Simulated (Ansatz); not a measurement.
The relaxed structure here is a generated cell of CdS: the first start was made by a random draw of sites in a space group, and the end was not matched to a known phase here, so it may be hypothetical. Known forms of CdS include space group No. 186, 216.

The end point of a relaxation of CdS. Space group P-6m2 (No. 187), AFLOW prototype AB_hP2_187_d_a (B_h, as in WC). These are r2SCAN (plane waves to 500 eV, PAW, scalar-relativistic; Ansatz, an electronic-structure program) values and carry that method's errors.

```cif
data_CdS
_chemical_formula_sum 'Cd1 S1'
_space_group_name_H-M_alt 'P-6m2'
_space_group_IT_number 187
_space_group_name_Hall 'P -6 2'
_cell_length_a 3.74971
_cell_length_b 3.74971
_cell_length_c 3.43462
_cell_angle_alpha 90.000
_cell_angle_beta 90.000
_cell_angle_gamma 120.000
loop_
_atom_site_label
_atom_site_type_symbol
_atom_site_symmetry_multiplicity
_atom_site_Wyckoff_symbol
_atom_site_fract_x
_atom_site_fract_y
_atom_site_fract_z
_atom_site_occupancy
Cd1 Cd 1 e 0.66667 0.33333 0.00000 1
S1 S 1 d 0.33333 0.66667 0.50000 1
```

```yaml
volume_per_atom: 20.91 Å³
band_gap: 0.11 eV, indirect (valence top at K, conduction bottom at L) (no spin-orbit coupling)
smallest_direct_gap: 0.65 eV at L
shortest_distances: Cd–S 2.76 Å; S–S 3.43 Å; Cd–Cd 3.43 Å
k-mesh: 10×10×10
```

Band energies at high-symmetry points (eV from the VBM; labels of this space group; no spin-orbit coupling), from −5 eV up to 2.0 eV:

```json
[
 {"point": "Γ", "energies": "-1.37 -0.84 -0.84 0.32"},
 {"point": "M", "energies": "-2.18 -0.16"},
 {"point": "K", "energies": "-4.05 0.00"},
 {"point": "A", "energies": "-0.36 -0.36"},
 {"point": "L", "energies": "-4.06 -3.65 -0.54 0.11"},
 {"point": "H", "energies": "-3.61 -3.50 -1.62 0.62"}
]
```

No spin polarisation in the result.

The run could not lose the symmetry of its start, so the end can be a saddle point.
